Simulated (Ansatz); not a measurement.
Ga2PN:
```
Ga2PN
1.0
    3.50259     0.00000     0.00000
   -1.75130     3.03334     0.00000
    0.00000     0.00000     5.84321
Ga P N
2 1 1
Direct
  0.00000   0.00000   0.46641
  0.66667   0.33333   0.03971
  0.00000   0.00000   0.86963
  0.66667   0.33333   0.37425
```

Relaxed with PBEsol. Special points in fractions of this cell's reciprocal vectors: Γ (0.000, 0.000, 0.000); M (0.500, 0.000, 0.000); K (0.333, 0.333, 0.000); A (0.000, 0.000, 0.500); L (0.500, 0.000, 0.500); H (0.333, 0.333, 0.500).

Q: List the band energies nearest the Fermi level at these points for PBEsol in the plane-wave PAW code Ansatz.

A: In eV from the Fermi level; about four levels below and three above (degenerate sets whole), none deeper than 8.9 eV; points with the same levels are listed once.

```tsv
k	below	above
Γ	-2.81 -2.81 -1.54 -1.16	0.18 0.18 3.82
M	-5.29 -4.03 -3.47 -1.46	1.37 2.71 3.14
K	-6.02 -4.30 -3.95 -3.71	1.94 3.54 4.48
A	-5.56 -4.96 -2.74 -2.74	0.03 0.03 0.68
L	-3.84 -3.57 -2.74 -1.85	0.93 2.24 3.04
H	-5.52 -4.60 -3.19 -2.17	2.29 2.98 3.34
```

Space group P3m1. The start of the workflow was typed in or built on a structure type; neither database checked (COD, Materials Project) lists it. Its standing as an ambient phase is unchecked. Symmetry was held in the PBEsol relaxation; its stability against distortions is not shown here. Spin–orbit coupling is left out wherever it is not named.

Potentials: the later of the program's two PAW sets.
